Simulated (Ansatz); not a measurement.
Mn, dhcp: geometry optimisation

These are results of DFT, m-r2SCAN, plane waves (500 eV) with PAW, scalar-relativistic (Ansatz 0.2.0), not measurements. (PAW data from PBE, frozen cores regenerated.)

k-point mesh 14×14×4, Fermi-Dirac smearing 0.05 eV, starting moments 3.00 ×2, -3.00 ×2 μB. Cell and atoms relax.

Starting structure:

```yaml
crystal:
  lattice:
    - [2.5517868831, 0.0, 0.0]
    - [-1.2758934415, 2.2099122658, 0.0]
    - [0.0, 0.0, 8.3341359602]
  atoms:
    - { symbol: Mn, position: [0.0, 0.0, 0.0], spin: 3.0 }
    - { symbol: Mn, position: [0.0, 0.0, 0.5], spin: 3.0 }
    - { symbol: Mn, position: [0.3333333333, 0.6666666667, 0.25], spin: -3.0 }
    - { symbol: Mn, position: [0.6666666667, 0.3333333333, 0.75], spin: -3.0 }
hamiltonian:
  xc: mr2scan
  pseudopotentials:
    kind: paw
    azcp:
      Mn: "pseudopotentials/Mn.paw.azcp"
basis:
  ecutwfc: 500
  fft_grid_basis: typed
kpoints:
  mp_grid: { grid: [14, 14, 4], shift: [0, 0, 0] }
magnetization:
  spin_polarized: true
scf:
  occupations: { method: fermi_dirac, width: 0.05 }
relax:
  max_steps: 60
  f_tol: 0.01
  cell: {}
output:
  write_density: true
  write_potential: true
  elf: true
  volumetric_format: npy
```

Q: What cell does the relaxation end in?

A: P6_3/mmc with a = 2.459 Å, c = 7.955 Å (c/a = 3.236); 10.41 Å³ per atom against 11.75 at the start (-11.4 %).

Q: How much energy does the relaxation gain?

A: 133.8 meV per atom.

Path of the relaxation (the plane waves are chosen anew near the end, which can shift the energy a little):

```tsv
step	E − E(final) (meV/atom)	V (Å³/atom)	P (GPa)	max force (eV/Å)
0	133.76	11.750	-27.85	0.000
1	5.12	10.653	-6.71	0.000
2	0.11	10.344	2.03	0.000
3	-0.28	10.414	-0.07	0.000
4	-0.29	10.412	0.00	0.000
5	0.00	10.412	-0.04	0.000
6	0.00	10.411	0.00	0.000
7	0.00	10.411	0.00	0.000
```

Q: Which magnetic state does it end in?

A: non-magnetic.

m-r²SCAN is r²SCAN on the gauge-invariant kinetic-energy density; without spin polarisation the two are equal.
